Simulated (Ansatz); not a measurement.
input.yaml

```yaml
crystal:
  lattice:
    - [-2.203196, 2.203196, 4.310613]
    - [2.203196, -2.203196, 4.310613]
    - [2.203196, 2.203196, -4.310613]
  atoms:
    - { symbol: Ta, position: [0.0, 0.5, 0.5] }
    - { symbol: Ta, position: [0.26382, 0.26382, 0.0] }
    - { symbol: Ta, position: [0.5, 0.0, 0.5] }
    - { symbol: Ta, position: [0.73618, 0.73618, 0.0] }
    - { symbol: "N", position: [0.75, 0.25, 0.5] }
    - { symbol: "N", position: [0.0, 0.0, 0.0] }
    - { symbol: "N", position: [0.25, 0.75, 0.5] }
basis:
  ecutwfc: 500
kpoints:
  mp_grid: { grid: [12, 12, 12] }
hamiltonian:
  xc: r2scan
scf:
  occupations: { method: gaussian, width: 0.1 }
output:
  forces: true
  stress: true
  eigenvalues: true
relax:
  adjacent_minimum: "off"
  f_tol: 0.01
  max_steps: 40
```

Run as
```bash
ansatz run input.yaml --threads 2 --pin off --max-ram 5120MiB --backend cpu --events-out ev --progress --plain --runs-dir out
```

Method: DFT r2SCAN, scalar-relativistic, plane waves, PAW (Ansatz).

Part of what the program printed, abridged:

```
Warning: output.stress: scf.convergence.dr2_threshold = 1e-7 eV (the SCF's general default) is looser than the 7e-10 eV advised for a printed stress (1e-10 eV for each atom of the cell: 7). ...
Pseudopotentials: kind: paw
Pseudopotential: Ta, paw, valence charge 13, recommended cutoff 500 eV (meta_gga)
Pseudopotential: N, paw, valence charge 5, recommended cutoff 500 eV (meta_gga)
Functional definition: r2SCAN
Crystal: 7 atoms, lattice volume = 83.696 Å³
Basis set: ecut = 500 eV, 2107 PW (Γ), exchange–correlation on 160×160×160 points (64 copies of the dense FFT grid, shifted against one another)
Bands: 41, of which v1, the nominal top of the filled ones, is band 34 counted from 1 (33 counted from 0)
Symmetry: 16 space group operations
Space group: I4/mmm (ITA 139), of the structure as read, at distance tolerance 4.4e-5 Å
k-points: 163 of 1728
Initial density: superposition of atomic densities (neutral atoms: chi_scale 0, normalization atom), corrected by the library's trained network
Initial wavefunctions: pseudopotential atomic-orbital guess
Functional: x = r2scan, c = r2scan; τ floored in thin density (d = 2e-4 eV/Å³)
SCF iter   1: F=—  HF=-40938.923626 eV  |F-HF|=—  |Δ(HF+E_count)|=         —  Δρ=1.29e-2  dr2=1.66e-1  dr2_τ=3.92e-1  ethr=1.77e-3  ⟨swp⟩=5.6  Hψ=26410  notcnv=0
SCF iter   2: F=—  HF=-40939.121732 eV  |F-HF|=—  |Δ(HF+E_count)|=   1.98e-1  Δρ=8.64e-3  dr2=5.59e-2  dr2_τ=3.73e-3  ethr=2.47e-4  ⟨swp⟩=2.0  Hψ=11668  notcnv=0  defer=384
SCF iter   3: F=—  HF=-40939.129061 eV  |F-HF|=—  |Δ(HF+E_count)|=   7.33e-3  Δρ=3.56e-3  dr2=1.47e-2  dr2_τ=3.13e-3  ethr=8.34e-5  ⟨swp⟩=2.0  Hψ=9154  notcnv=0  defer=384
SCF iter   4: F=—  HF=-40939.128319 eV  |F-HF|=—  |Δ(HF+E_count)|=   7.42e-4  Δρ=9.03e-4  dr2=1.16e-3  dr2_τ=1.51e-4  ethr=2.20e-5  ⟨swp⟩=2.0  Hψ=8855  notcnv=0  defer=384
SCF iter   5: F=—  HF=-40939.128352 eV  |F-HF|=—  |Δ(HF+E_count)|=   3.31e-5  Δρ=3.28e-4  dr2=9.56e-5  dr2_τ=4.75e-6  ethr=1.73e-6  ⟨swp⟩=2.1  Hψ=9151  notcnv=0  defer=384
SCF iter   6: F=—  HF=-40939.128367 eV  |F-HF|=—  |Δ(HF+E_count)|=   1.57e-5  Δρ=8.28e-5  dr2=4.74e-6  dr2_τ=6.76e-7  ethr=1.43e-7  ⟨swp⟩=2.0  Hψ=10401  notcnv=0  defer=384
SCF iter   7: F=-40939.128368 eV  HF=-40939.128368 eV  |F-HF|=3.88e-8  |Δ(HF+E_count)|=   2.62e-7  Δρ=2.22e-5  dr2=3.33e-7  dr2_τ=3.60e-8  ethr=3.73e-9  ⟨swp⟩=11.3  Hψ=29935  notcnv=0
SCF 1 converged in 7 iterations: F = -40939.128368 eV  dr2 = 3.33e-7
relax step   1: F+E_penalty+E_count = -40939.12836761 eV  Δ(F+E_penalty+E_count) = +0.000e0 eV  max|allowed force component| = 3.207e-1 eV/Å  Δτ_max = 0.0000 Å  (7 SCF iters, dr2 threshold 2.50e-6 eV, accepted)
Initial density: handed on by an earlier stage of this run
Initial wavefunctions: those handed on with the density
SCF iter   1: F=—  HF=-40939.094165 eV  |F-HF|=—  |Δ(HF+E_count)|=         —  Δρ=2.98e-3  dr2=7.91e-3  dr2_τ=1.16e-1  ethr=1.36e-5  ⟨swp⟩=2.0  Hψ=20219  notcnv=0  defer=379
SCF iter   2: F=—  HF=-40939.140327 eV  |F-HF|=—  |Δ(HF+E_count)|=   4.62e-2  Δρ=1.81e-3  dr2=2.74e-3  dr2_τ=5.76e-5  ethr=1.18e-5  ⟨swp⟩=2.0  Hψ=11774  notcnv=0  defer=379
SCF iter   3: F=—  HF=-40939.140271 eV  |F-HF|=—  |Δ(HF+E_count)|=   5.60e-5  Δρ=5.64e-4  dr2=3.45e-4  dr2_τ=4.03e-5  ethr=4.09e-6  ⟨swp⟩=2.0  Hψ=8744  notcnv=0  defer=379
SCF iter   4: F=—  HF=-40939.140208 eV  |F-HF|=—  |Δ(HF+E_count)|=   6.29e-5  Δρ=2.12e-4  dr2=7.70e-5  dr2_τ=6.01e-6  ethr=5.15e-7  ⟨swp⟩=2.0  Hψ=8790  notcnv=0  defer=379
SCF iter   5: F=—  HF=-40939.140198 eV  |F-HF|=—  |Δ(HF+E_count)|=   1.00e-5  Δρ=1.53e-4  dr2=1.88e-5  dr2_τ=1.04e-6  ethr=1.15e-7  ⟨swp⟩=2.1  Hψ=8675  notcnv=0  defer=379
SCF iter   6: F=-40939.140199 eV  HF=-40939.140199 eV  |F-HF|=3.08e-8  |Δ(HF+E_count)|=   3.66e-7  Δρ=2.45e-5  dr2=5.35e-7  dr2_τ=3.38e-8  ethr=9.60e-9  ⟨swp⟩=11.6  Hψ=31909  notcnv=0
SCF 2 converged in 6 iterations: F = -40939.140199 eV  dr2 = 5.35e-7
relax step   2: F+E_penalty+E_count = -40939.14019866 eV  Δ(F+E_penalty+E_count) = -1.183e-2 eV  max|allowed force component| = 9.786e-2 eV/Å  Δτ_max = 0.0282 Å  (6 SCF iters, dr2 threshold 6.43e-6 eV, accepted)
SCF iter   1: F=—  HF=-40939.131782 eV  |F-HF|=—  |Δ(HF+E_count)|=         —  Δρ=1.34e-3  dr2=1.58e-3  dr2_τ=2.39e-2  ethr=2.41e-5  ⟨swp⟩=2.0  Hψ=12668  notcnv=0  defer=119
SCF iter   2: F=—  HF=-40939.141393 eV  |F-HF|=—  |Δ(HF+E_count)|=   9.61e-3  Δρ=8.10e-4  dr2=5.49e-4  dr2_τ=1.23e-5  ethr=2.36e-6  ⟨swp⟩=2.0  Hψ=13453  notcnv=0  defer=114
SCF iter   3: F=—  HF=-40939.141383 eV  |F-HF|=—  |Δ(HF+E_count)|=   1.05e-5  Δρ=2.56e-4  dr2=7.26e-5  dr2_τ=1.05e-5  ethr=8.19e-7  ⟨swp⟩=2.0  Hψ=8723  notcnv=0  defer=114
SCF iter   4: F=—  HF=-40939.141370 eV  |F-HF|=—  |Δ(HF+E_count)|=   1.31e-5  Δρ=9.80e-5  dr2=1.66e-5  dr2_τ=1.18e-6  ethr=1.08e-7  ⟨swp⟩=2.0  Hψ=8796  notcnv=0  defer=114
SCF iter   5: F=—  HF=-40939.141367 eV  |F-HF|=—  |Δ(HF+E_count)|=   2.35e-6  Δρ=6.89e-5  dr2=3.98e-6  dr2_τ=2.27e-7  ethr=2.47e-8  ⟨swp⟩=2.1  Hψ=8524  notcnv=0  defer=114
SCF iter   6: F=-40939.141367 eV  HF=-40939.141367 eV  |F-HF|=6.80e-9  |Δ(HF+E_count)|=   3.59e-8  Δρ=1.11e-5  dr2=1.15e-7  dr2_τ=9.51e-9  ethr=8.93e-10  ⟨swp⟩=8.7  Hψ=34653  notcnv=0
SCF 3 converged in 6 iterations: F = -40939.141367 eV  dr2 = 1.15e-7
relax step   3: F+E_penalty+E_count = -40939.14136742 eV  Δ(F+E_penalty+E_count) = -1.169e-3 eV  max|allowed force component| = 6.112e-3 eV/Å  Δτ_max = 0.0127 Å  (6 SCF iters, dr2 threshold 5.99e-7 eV, accepted)
SCF iter   1: F=—  HF=-40939.141367 eV  |F-HF|=—  |Δ(HF+E_count)|=         —  Δρ=1.11e-5  dr2=1.15e-7  dr2_τ=9.50e-9  ethr=1.72e-10  ⟨swp⟩=1.0  Hψ=17278  notcnv=0
SCF iter   2: F=-40939.141367 eV  HF=-40939.141367 eV  |F-HF|=1.99e-9  |Δ(HF+E_count)|=   9.06e-9  Δρ=7.35e-6  dr2=5.20e-8  dr2_τ=2.14e-9  ethr=1.49e-10  ⟨swp⟩=3.0  Hψ=21348  notcnv=0
SCF 4 converged in 2 iterations: F = -40939.141367 eV  dr2 = 5.20e-8
relax step   4: F+E_penalty+E_count = -40939.14136744 eV  Δ(F+E_penalty+E_count) = -1.791e-8 eV  max|allowed force component| = 6.188e-3 eV/Å  Δτ_max = 0.0000 Å  (2 SCF iters, accepted)
SCF iter   1: F=—  HF=-40939.141367 eV  |F-HF|=—  |Δ(HF+E_count)|=         —  Δρ=7.35e-6  dr2=5.19e-8  dr2_τ=2.15e-9  ethr=7.75e-11  ⟨swp⟩=1.0  Hψ=24375  notcnv=0
SCF iter   2: F=-40939.141367 eV  HF=-40939.141367 eV  |F-HF|=5.24e-10  |Δ(HF+E_count)|=   7.95e-9  Δρ=5.12e-6  dr2=2.62e-8  dr2_τ=8.77e-10  ethr=7.75e-11  ⟨swp⟩=3.2  Hψ=17693  notcnv=0
SCF 5 converged in 2 iterations: F = -40939.141367 eV  dr2 = 2.62e-8
SCF converged after 2 iterations
Free energy (F): -40939.141367 eV
Harris-Foulkes:  -40939.141367 eV  (|F-HF|=5.24e-10)
Internal energy: -40939.131627 eV  (E = F + TS)
E sigma→0 (E₀):  -40939.136497 eV
Entropy (-TS):   -0.009741 eV (-1.392 meV/atom)
Fermi energy:    20.174171 eV
--- Per-component energies (eV) ---
  E_band       = -338.089324
  E_kinetic    = 1869.950872
  E_local      = -2414.608303  (includes V_loc(G=0)·N_el)
  E_nonlocal   = 192.646942
  E_hartree    = 821.666673
  E_xc         = -1000.786947
  E_vxc        = -1146.644999  (∫ρ·V_xc dr)
  E_paw        = -34079.132197  (= ΣΔE_a)
  E_vpaw       = -541.723767  (= ΣTr[D̂ρ^β])
  E_aug_tail   = 0.000357  (compensation charges beyond the density's cutoff)
  E_vtau       = 58.956997  (kinetic-family band-sum trace: ∫τ·v_τ [+ j·A + Jᵃ·Aᵃ] dr)
  E_ewald      = -6325.755208
  E_core_change = -3.113815  (= ΣΔE_core)
  E_smearing   = -0.009741  (= −TS)
--- Forces (eV/Å), atoms counted from 1 ---
  atom   1  Ta     0.00000000     0.00000000     0.00000000
  atom   2  Ta     0.00000000     0.00000000    -0.00619667
  atom   3  Ta     0.00000000     0.00000000     0.00000000
  atom   4  Ta     0.00000000     0.00000000     0.00619667
  atom   5  N      0.00000000     0.00000000     0.00000000
  atom   6  N      0.00000000     0.00000000     0.00000000
  atom   7  N      0.00000000     0.00000000     0.00000000
--- Stress (GPa, compression-positive) ---
       -5.477817       0.000000       0.000000
        0.000000      -5.477817       0.000000
        0.000000       0.000000      -4.886395
  P = ⅓ Tr σ = -5.2807 GPa (-52.807 kbar)
--- Band table (eV; the first three rows and the last of 163) ---
  k-point 0: bands = ["-50.6323", "-50.5910", "-50.1519", "-50.1190", "-16.8012", "-16.8012", "-16.7195", "-16.5046", "-16.5046", "-16.3456", "-16.3275", "-16.3275", "-16.2305", "-15.9380", "-15.6209", "-15.6209", "1.0909", "2.4909", "2.6925", "12.7966", "13.4785", "13.5116", "13.5116", "14.6742", "14.6742", "14.7508", "15.5165", "15.8939", "16.2159", "16.2159", "18.9211", "18.9211", "19.4562", "19.4881", "19.4881", "21.2595", "21.2595", "21.2681", "21.7446", "23.5721", "23.6102"]
  k-point 1: bands = ["-50.6307", "-50.5922", "-50.1510", "-50.1203", "-16.8285", "-16.7849", "-16.6952", "-16.5362", "-16.4977", "-16.4153", "-16.3061", "-16.2734", "-16.2110", "-15.9484", "-15.6409", "-15.6164", "1.1916", "2.5648", "2.7543", "12.6400", "13.0941", "13.4763", "13.5883", "14.3623", "14.5748", "14.7809", "15.4672", "15.8579", "15.8632", "16.3821", "18.8582", "19.0051", "19.1688", "19.4150", "19.9917", "21.2638", "21.3081", "21.6938", "21.9514", "23.3040", "23.9317"]
  k-point 2: bands = ["-50.6265", "-50.5955", "-50.1484", "-50.1237", "-16.8951", "-16.7390", "-16.6272", "-16.6164", "-16.5011", "-16.4791", "-16.2483", "-16.2436", "-16.1654", "-15.9792", "-15.6871", "-15.6028", "1.4754", "2.7706", "2.9273", "12.2498", "12.3986", "13.3688", "13.5481", "13.7122", "14.2626", "14.4069", "15.1078", "15.5277", "15.6536", "17.0367", "18.7163", "19.1272", "19.2514", "19.2878", "20.7190", "21.3413", "21.4762", "22.3699", "22.5004", "22.8170", "23.6854"]
  k-point 162: bands = ["-50.6273", "-50.5922", "-50.1559", "-50.1192", "-16.8935", "-16.8935", "-16.4602", "-16.4602", "-16.4203", "-16.3920", "-16.2591", "-16.2591", "-16.2498", "-16.1908", "-15.6358", "-15.6358", "1.9028", "2.0915", "2.3191", "11.9673", "13.9141", "13.9360", "13.9360", "15.0051", "15.1806", "15.1806", "15.8085", "15.8875", "15.8875", "16.1438", "16.1438", "16.7534", "17.4054", "20.7950", "20.7950", "21.9769", "22.7227", "22.9878", "22.9878", "23.3793", "23.4829"]
--- Relaxed structure (4 steps of the walk, 4 accepted, 0 SCFs on fresh bases) ---
  F+E_penalty+E_count = -40939.14136744 eV   max|allowed force component| = 6.188e-3 eV/Å
  atoms:
    - { symbol: Ta, position: [0.0, 0.5, 0.5] }
    - { symbol: Ta, position: [0.26856769, 0.26856769, 0.0] }
    - { symbol: Ta, position: [0.5, 0.0, 0.5] }
    - { symbol: Ta, position: [0.73143230, 0.73143230, 0.0] }
    - { symbol: N, position: [0.75, 0.25, 0.5] }
    - { symbol: N, position: [0.0, 0.0, 0.0] }
    - { symbol: N, position: [0.25, 0.75, 0.5] }
```

The relaxation met its thresholds.

It took 72 s on 2 threads of Oxide Virtual Turin-like Processor (Zen 5), on a shared host, peak memory 1.1 GiB.

Spin–orbit coupling is left out, which can shift energies with elements as heavy as these.